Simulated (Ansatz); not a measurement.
Computed sliding energy of a bilayer: SnSe2 (CdI2 type)

A bilayer cut from bulk SnSe2 (CdI2 type), in the bulk's stacking and in-plane cell, with 15 Å of vacuum. The upper layer (atoms 4 to 6) slides over the lower.

```yaml
crystal:
  lattice:
    - [3.84028, 0.00000, 0.00000]
    - [1.92014, 3.32578, 0.00000]
    - [0.00000, 0.00000, 24.19269]
  atoms:
    - { symbol: Se, position: [0.66667, 0.66667, 0.31048] }
    - { symbol: Sn, position: [0.00000, 0.00000, 0.37639] }
    - { symbol: Se, position: [0.33333, 0.33333, 0.44233] }
    - { symbol: Se, position: [0.66667, 0.66667, 0.55767] }
    - { symbol: Sn, position: [0.00000, 0.00000, 0.62361] }
    - { symbol: Se, position: [0.33333, 0.33333, 0.68952] }
```

In-plane vectors a = (3.840, 0.000) Å, b = (1.920, 3.326) Å, area 12.77 Å². The shift is s times the vector a (length 3.840 Å), so s = 1 restores the start. Atoms relax along the normal only. γ = [E(shift) − E(0)] / area.

Computed with PBE-D3(BJ) (plane waves to 420 eV, PAW, scalar-relativistic; Ansatz, a program for electronic structure). k mesh 10×10×1 (Γ-centred), Fermi-Dirac smearing 0.05 eV. Energies are extrapolated to zero smearing. Forces were relaxed to 0.02 eV/Å only, which leaves the soft interlayer gap uncertain by some hundredths of an Å. SnSe2 was relaxed with its symmetry unable to fall. The zero of γ is zero shift.

```
shift (Å)  γ (mJ/m²)  gap between the layers (Å)
---------  ---------  --------------------------
0.000              0                        2.79
0.320             14                        2.82
0.640             44                        3.02
0.960             74                        3.17
1.280             96                        3.31
1.600            109                        3.39
1.920            114                        3.42
2.240            109                        3.39
2.560             96                        3.31
2.880             74                        3.17
3.200             44                        3.02
3.520             14                        2.82
```

Read from the data:

```
Item                                                                                           Value
---------------------------------------------------------------  -----------------------------------
Highest computed γ on the line                                                             114 mJ/m²
Position of the highest point                                                              s = 0.500
Local minima between the ends                                               no computed point is one
Steepest slope dγ/d(shift) before the first maximum (spline)                                 1.0 GPa
Stacking at the highest point                                         no atom directly above another
Stacking at the lowest point                                     s = 0.000, Se above Se, Sn above Sn
Rise of the interlayer gap from the lowest to the highest point                                0.6 Å
```

(The slope of γ gives the shear force per area between the displaced halves; near zero shift its curvature is an elastic stiffness.)
